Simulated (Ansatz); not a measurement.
**Deforming TiPt3**

```
CELL_PARAMETERS angstrom
3.89700 0.00000 0.00000
0.00000 3.89700 0.00000
0.00000 0.00000 3.89700
ATOMIC_POSITIONS crystal
Ti 0.00000 0.00000 0.00000
Pt 0.00000 0.50000 0.50000
Pt 0.50000 0.00000 0.50000
Pt 0.50000 0.50000 0.00000
```

Atom numbers follow the list: Ti1, Pt2, Pt3, Pt4.

The conventional cell has a = 3.897 Å, b = 3.897 Å, c = 3.897 Å, α = 90.00°, β = 90.00°, γ = 90.00°. Ti (atom 1) has 12 Pt at 2.76 Å as nearest neighbours. Pt (atom 2) is surrounded by 4 Ti at 2.76 Å and 8 Pt at 2.76 Å.

The cell is COD entry 1539263, as deposited and not checked against the literature; nothing was relaxed. It is an old determination, and later ones may differ.

No spin–orbit coupling, which matters for the heavy atoms here.

The calculation used DFT, PBEsol, all-electron LAPW, scalar-relativistic in Ansatz 0.2.0.

Numerical set-up: a Γ-centred 9×9×9 k mesh, Fermi–Dirac smearing of 0.05 eV, basis error target 0.5 meV/atom, no spin polarisation.

The unchanged cell is at 0.50 GPa.

In a metal, stresses and small energies carry noise from the k mesh.

x, y and z are the Cartesian axes of the cell as listed; fractional coordinates follow a strain, and an engineering shear is twice the off-diagonal strain component.

(1) One change gave: energy change +2 meV/atom; stress change (xx, yy, zz, yz, xz, xy) 0.10, 0.10, 0.10, -1.56, -1.56, -1.56 GPa, compression positive. Which change was it?
A. equal xy, yz and zx engineering shear strains of -2 %
B. equal xy, yz and zx engineering shear strains of +2 %
C. equal xy, yz and zx engineering shear strains of -1 %
D. equal xy, yz and zx engineering shear strains of +1 %

Answers

(1) D. For equal xy, yz and zx engineering shear strains of -2 %: energy change +9 meV/atom; stress change (xx, yy, zz, yz, xz, xy) 0.39, 0.39, 0.39, 3.05, 3.05, 3.05 GPa, compression positive. For equal xy, yz and zx engineering shear strains of -1 %: energy change +2 meV/atom; stress change (xx, yy, zz, yz, xz, xy) 0.10, 0.10, 0.10, 1.54, 1.54, 1.54 GPa, compression positive. For equal xy, yz and zx engineering shear strains of +2 %: energy change +9 meV/atom; stress change (xx, yy, zz, yz, xz, xy) 0.39, 0.39, 0.39, -3.12, -3.12, -3.12 GPa, compression positive.
